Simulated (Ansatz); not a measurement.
**Diamond alloy of Si and Sn (12 of 64 Si sites exchanged), 64 atoms**

Ansatz, PAW, plane waves. PBEsol relaxation of volume and atoms (shape held) at the single k point (½, ½, ½); single points on the relaxed atoms at the Γ point alone, onto which points of the small cell's zone fold. Arrangement: quasirandom. No spin–orbit coupling unless named.

Relaxed structure:

```
CELL_PARAMETERS angstrom
11.28155 0.00000 0.00000
0.00000 11.28155 0.00000
0.00000 0.00000 11.28155
ATOMIC_POSITIONS crystal
Si 0.99436 0.99815 0.98588
Si 0.99972 0.49963 0.99930
Si 0.99621 0.49611 0.48455
Si 0.50615 0.99776 0.00326
Si 0.51159 0.00914 0.48953
Si 0.49320 0.50959 0.01309
Si 0.49358 0.48837 0.49060
Si 0.12536 0.14420 0.62652
Si 0.13584 0.61130 0.11669
Si 0.62191 0.12636 0.12687
Si 0.62648 0.12269 0.61936
Si 0.62375 0.62606 0.12627
Si 0.24900 0.25450 0.49654
Si 0.24883 0.74733 0.00228
Si 0.75885 0.24013 0.00909
Si 0.73655 0.24625 0.49311
Si 0.73787 0.74018 0.99394
Si 0.75251 0.75730 0.49356
Si 0.38474 0.38343 0.13635
Si 0.37276 0.37092 0.62163
Si 0.37888 0.87243 0.12393
Si 0.87440 0.37799 0.12601
Si 0.86563 0.87167 0.63292
Si 0.26464 0.99707 0.25293
Si 0.25228 0.49454 0.24703
Si 0.25648 0.49312 0.75604
Si 0.73682 0.01122 0.25454
Si 0.74448 0.99988 0.75013
Si 0.74463 0.49891 0.24843
Si 0.75989 0.50662 0.75820
Si 0.37879 0.12922 0.37404
Si 0.39470 0.12354 0.87505
Si 0.38500 0.61227 0.35844
Si 0.37177 0.62408 0.88267
Si 0.86021 0.13654 0.36862
Si 0.87510 0.12313 0.87069
Si 0.86579 0.61886 0.37668
Si 0.87365 0.62622 0.88337
Si 0.98977 0.26042 0.25677
Si 0.00376 0.24891 0.75697
Si 0.98560 0.75373 0.76237
Si 0.50092 0.25139 0.24856
Si 0.49866 0.24169 0.73644
Si 0.50486 0.74970 0.24704
Si 0.50078 0.74742 0.77106
Si 0.12552 0.37663 0.37085
Si 0.11948 0.38187 0.87028
Si 0.13570 0.88496 0.36760
Si 0.11486 0.86486 0.88427
Si 0.62150 0.37144 0.37096
Si 0.62579 0.87829 0.37152
Si 0.62506 0.87399 0.87943
Sn 0.99572 0.00740 0.50035
Sn 0.11874 0.12096 0.13023
Sn 0.11446 0.61922 0.63185
Sn 0.62196 0.62480 0.62437
Sn 0.26254 0.26060 0.99561
Sn 0.25799 0.74362 0.48609
Sn 0.39303 0.87838 0.62658
Sn 0.87313 0.36974 0.62143
Sn 0.85905 0.88096 0.11793
Sn 0.24213 0.00556 0.76002
Sn 0.00700 0.74265 0.24883
Sn 0.62314 0.37322 0.87972
```

(1) What are the mean bond lengths by pair (pairs within 1.2 times the sum of covalent radii, less contacts 15 % beyond the pair's median; cation–cation pairs of compounds aside; long ionic contacts are cut short by that bound)?

(2) What gap lies between the top filled and the lowest empty level in the single points?

Answers

(1) Si–Si 2.386 ± 0.033 Å (standard deviation, 85 bonds); Si–Sn 2.550 ± 0.028 Å (standard deviation, 38 bonds); Sn–Sn 2.701 ± 0.019 Å (standard deviation, 5 bonds).

(2) HSE06 0.87 eV (4.5 min on 7 threads of Neoverse-V2). An indirect band minimum needn't fold onto Γ of this cell; where it doesn't, these gaps are too wide.
